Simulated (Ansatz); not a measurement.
**Is this YbSb3 structure stable?**

It was reached by relaxing an invented guess, and it needn't be the stable form of this composition.

Theory: DFT PBE, scalar-relativistic, plane waves, PAW (Ansatz 0.2.0). Settings of the last relaxation (4-atom cell): 420 eV, 10×10×10 k points, Gaussian smearing of 0.10 eV, no spin polarisation.

```cif
data_structure
_symmetry_space_group_name_H-M 'Fm-3m'
_symmetry_Int_Tables_number 225
_cell_length_a 7.6724
_cell_length_b 7.6724
_cell_length_c 7.6724
_cell_angle_alpha 90.000
_cell_angle_beta 90.000
_cell_angle_gamma 90.000
_cell_volume 451.63
loop_
_atom_site_label
_atom_site_type_symbol
_atom_site_symmetry_multiplicity
_atom_site_Wyckoff_symbol
_atom_site_fract_x
_atom_site_fract_y
_atom_site_fract_z
_atom_site_occupancy
Yb1 Yb 4 b 0.50000 0.00000 0.00000 1
Sb1 Sb 8 c 0.25000 0.75000 0.75000 1
Sb2 Sb 4 a 0.00000 0.00000 0.00000 1
```

Energies over the elements count from the elements' standard structures at the same level, with no fitted energy shifts.

Question: These tests were run: energy against the elements; phonons at Γ. What do they show?

Answer:

```
                       test                            result
energy against the elements                     −0.19 eV/atom
               phonons at Γ  imaginary modes down to 18i cm⁻¹
```

It fails none of these tests outright. Whether a mixture of other phases lies lower isn't tested here. Phonons away from Γ weren't computed. Undecided within the accuracy: phonons at Γ.

Spin–orbit coupling, which can matter for Sb, is left out. The cell is a metal run without spin; a magnetic state may lie lower. The 4f shell of Yb is treated without a Hubbard U. The run for the phonons used a 10×10×10 k mesh and Fermi–Dirac smearing of 0.15 eV.
